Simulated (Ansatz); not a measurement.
Here is the system:

Be$_{2}$B:
```
CELL_PARAMETERS angstrom
      0.00000     2.25307     2.25307
      2.25307     0.00000     2.25307
      2.25307     2.25307     0.00000
ATOMIC_POSITIONS crystal
  Be 0.25000 0.25000 0.25000
  Be 0.75000 0.75000 0.75000
  B  0.00000 0.00000 0.00000
```

This is the LDA-relaxed structure.

Question: All from plane-wave PAW LDA (Ansatz code), unless another level is named. Estimate the electronic character.

Answer: metallic (no gap).

Question: Predict the density of states at the Fermi level.

Answer: 0.25 states/eV per atom (mean over ±0.08 eV).

Question: Next, the formation energy from the elements (no fitted shifts)?

Answer: 0.044 eV/atom.

Space group Fm-3m (fluorite or antifluorite type). The workflow started from an entry of the Crystallography Open Database (COD). Whether it is the stable phase at ambient conditions was not checked. The cell was relaxed with LDA under the symmetry of its start; phonons on a q-mesh show no instability. The references are the lowest solids computed at this level, not always the standard phases.

Potentials: the later of the program's two PAW sets.
